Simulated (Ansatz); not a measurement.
Sc₂C in space group P-3m1 (No. 164; Sc on 2d, C on 1b) at seven volumes, r²SCAN (plane waves, PAW; program Ansatz), shape and atoms relaxed at each. One row is withheld.

```json
[
 {"V (Å³/atom)": "16.413", "P (GPa)": "8.97"},
 {"V (Å³/atom)": "16.954", "P (GPa)": "?"},
 {"V (Å³/atom)": "17.496", "P (GPa)": "2.52"},
 {"V (Å³/atom)": "18.037", "P (GPa)": "-0.01"},
 {"V (Å³/atom)": "18.578", "P (GPa)": "-2.11"},
 {"V (Å³/atom)": "19.119", "P (GPa)": "-3.87"},
 {"V (Å³/atom)": "19.660", "P (GPa)": "-5.31"}
]
```

### Question
Fit the shown pressures and predict the withheld one.

### Answer
Third-order Birch–Murnaghan: P = (3/2)B₀(x^(7/2) − x^(5/2))[1 + (3/4)(B′ − 4)(x − 1)] with x = (V₀/V)^(2/3). Least squares on the six rows gives V₀ = 18.037 Å³/atom, B₀ = 75.94 GPa, B′ = 4.77. At V = 16.954, x = 1.0421 and P = 5.45 GPa. The run itself gave 5.50 GPa.

The first step of the workflow began from a Materials Project structure, measured or hypothetical; the Crystallography Open Database copy checked does not list it. Its standing as an ambient phase is unchecked. The cell was relaxed with r²SCAN under the symmetry of its start. At this level the phase is mechanically unstable. The run is not spin-polarised.

Potentials: the later of the program's two PAW sets.
